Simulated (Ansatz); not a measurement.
AlTi₃S₆:
```
AlTi3S6
1.0
    5.78586     0.00000     0.00000
   -2.89293     5.01070     0.00000
    0.00000     0.00000     5.73331
S Ti Al
6 3 1
Direct
  0.33722   0.00000   0.73949
  0.66278   0.66278   0.73949
  0.00000   0.33722   0.73949
  0.33722   0.33722   0.26051
  0.66278   0.00000   0.26051
  0.00000   0.66278   0.26051
  0.00000   0.00000   0.00000
  0.33333   0.66667   0.00000
  0.66667   0.33333   0.00000
  0.00000   0.00000   0.50000
```

Relaxed with PBE+D3(BJ).

Question: Decompose the optical modes at the zone centre into irreducible representations, and say which are infrared and Raman allowed.

Answer: Point group -3m: Γ_opt = 2A1g + A1u + 2A2g + 4A2u + 4Eg + 5Eu. Infrared: A2u, Eu. Raman: A1g, Eg.

Question: Assign frequencies (DFPT, DFT-PBE+D3(BJ) in the program Ansatz with PAW potentials).

Answer: Eu 136, Eg 165, A2g 172, A2u 178, Eu 227, Eg 256, A2u 257, Eg 284, Eu 296, A1g 305, Eu 308, A2g 308, A1u 316, Eg 323, Eu 363, A2u 378, A1g 379, A2u 411 cm⁻¹.

Space group P-31m. The cell is a constructed one: a structure type filled with these elements; neither database checked (COD, Materials Project) lists it. Its standing as an ambient phase is unchecked. Symmetry was held in the PBE+D3(BJ) relaxation; its stability against distortions is not shown here. No spin polarisation was allowed. With an odd number of electrons in the cell and no spin polarisation, the count alone makes it a metal. As this level gives no gap, phonon frequencies hold no LO–TO term and depend on the k-mesh and smearing (Fermi–Dirac, 0.1 eV here).

Potentials: the later of the program's two PAW sets.
